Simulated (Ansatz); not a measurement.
Ge (diamond)

```
Ge
1.0
    0.00000     5.76221     5.76221
    2.88111     0.00000     2.88111
    2.88111     2.88111     0.00000
Ge
4
Cartesian
  2.88111   2.88111   2.88111
  2.88111   5.76221   5.76221
  4.32166   4.32166   4.32166
  4.32166   7.20277   7.20277
```

A phonon eigenvector at L = (0.5, 0.0, 0.0) is frozen into this cell: atom i moves by Q times the vector below, so Q is the largest atomic displacement, in Å. The cell is held. (q is in reciprocal vectors of the primitive cell; the cell shown is doubled to hold the pattern.)

| atom | x | y | z |
|---|---|---|---|
| Ge1 | -0.577 | 0.577 | 0.577 |
| Ge2 | 0.577 | -0.577 | -0.577 |
| Ge3 | 0.577 | -0.577 | -0.577 |
| Ge4 | -0.577 | 0.577 | 0.577 |

Level of theory: PBE (plane waves to 420 eV, PAW, scalar-relativistic; Ansatz, a program for electronic structure). k mesh 7×14×14 (Γ-centred), Fermi-Dirac smearing 0.05 eV. The energy includes the smearing's −TS. With partly filled bands, energies and forces of such displacements shift with the k mesh and the smearing. Ge was relaxed with its symmetry unable to fall. The PAW data are Ansatz's earlier set. The zero of ΔE is the undisplaced structure. The last digit holds for this mesh only.

| Q (Å) | ΔE (meV/cell) |
|---|---|
| -0.1000 | 220.6 |
| -0.0833 | 154.7 |
| -0.0667 | 100.0 |
| -0.0500 | 56.8 |
| -0.0333 | withheld |
| -0.0167 | 6.4 |
| 0.0000 | 0.0 |
| 0.0167 | 6.4 |
| 0.0333 | withheld |
| 0.0500 | 56.8 |
| 0.0667 | 100.0 |
| 0.0833 | 154.7 |
| 0.1000 | 220.6 |

Question: Fit an even polynomial form (powers 2, 4) to the given rows and predict ΔE at Q = 0.0333.

Answer: Least squares on the 11 given rows: ΔE = (22850)·Q² + (-79520)·Q⁴, in meV/cell with Q in Å; root-mean-square residual 0.09 meV/cell. At 0.0333 the fit gives 25.2 meV/cell; the calculation gives 25.4 meV/cell, so the interpolation is off by -0.2 (-0.8 %). The quadratic term alone would give 25.3 meV/cell.

(A displaced cell: forces are minus the slopes of the energy, force constants its curvatures, and phonons follow from these.)
